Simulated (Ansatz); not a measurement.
LiNbO₃:
```xyz
10
Lattice="2.5671 1.4821 4.6089 -2.5671 1.4821 4.6089 0.0000 -2.9642 4.6089" Properties=species:S:1:pos:R:3 pbc="T T T"
Li     0.0000     0.0000     9.7719
Li     0.0000     0.0000     2.8586
Nb     0.0000     0.0000    13.6758
Nb     0.0000     0.0000     6.7624
O      1.5643    -0.1596     8.1798
O     -0.6439     1.4346     8.1798
O     -0.9204    -1.2749     8.1798
O      1.0028     1.3225     5.8754
O      0.6439    -1.5297     5.8754
O     -1.6467     0.2072     5.8754
```

Relaxed with PBEsol.

### Question
Decompose the optical modes at the zone centre into irreducible representations, and say which are infrared and Raman allowed.

### Answer
Point group 3m: Γ_opt = 4A1 + 5A2 + 9E. Infrared: A1, E. Raman: A1, E.

### Question
Assign frequencies (DFPT, PBEsol in the plane-wave PAW code Ansatz; without the LO–TO term).

### Answer
E 148, A2 212, E 219, A1 242, E 258, A1 270, A2 287, E 313, A1 334, E 348, E 360, A2 396, E 418, A2 441, E 567, A1 609, E 658, A2 875 cm⁻¹.

Space group R3c. The cell was relaxed with PBEsol under the symmetry of its start. The run is not spin-polarised.

Potentials: the earlier of the program's two PAW sets. The files were generated under PBE; for other functionals the program regenerates the frozen cores, and for LDA and PBEsol the local potential too.
